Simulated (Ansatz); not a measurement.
## Property card for LaGe$_{2}$Pd$_{2}$

LaGe₂Pd₂:
```
LaGe2Pd2
1.0
   -2.19510     2.19510     5.05163
    2.19510    -2.19510     5.05163
    2.19510     2.19510    -5.05163
La Ge Pd
1 2 2
Direct
  0.00000   0.00000   0.00000
  0.62421   0.62421   0.00000
  0.37579   0.37579   0.00000
  0.25000   0.75000   0.50000
  0.75000   0.25000   0.50000
```

Space group I4/mmm (No. 139); conventional cell a = 4.390 Å, b = 4.390 Å, c = 10.103 Å, α = 90.00°, β = 90.00°, γ = 90.00°.

Method: plane-wave PAW r²SCAN (Ansatz code). Geometry: relaxed at this level of theory. Other levels are named where they apply.

### Cell and energy

- Volume per atom = 19.47 Å³
- Density = 8.48 g/cm³
- Formation energy from the elements (no fitted shifts) = -0.89 eV/atom

### Electronic structure

* **Electronic character**: metallic (no gap)
* **Density of states at the Fermi level**: 0.53 states/eV per atom (mean over ±0.08 eV)

The first step of the workflow began from a Materials Project structure, measured or hypothetical; the Crystallography Open Database copy checked does not list it. Whether it is the stable phase at ambient conditions was not checked. The cell was relaxed with r²SCAN under the symmetry of its start; whether a distortion lowers the energy is not shown. No spin polarisation was allowed. The references are the lowest solids computed at this level, not always the standard phases. Scalar-relativistic: spin–orbit coupling is off unless named, which matters more the heavier the elements.

Potentials: the later of the program's two PAW sets.
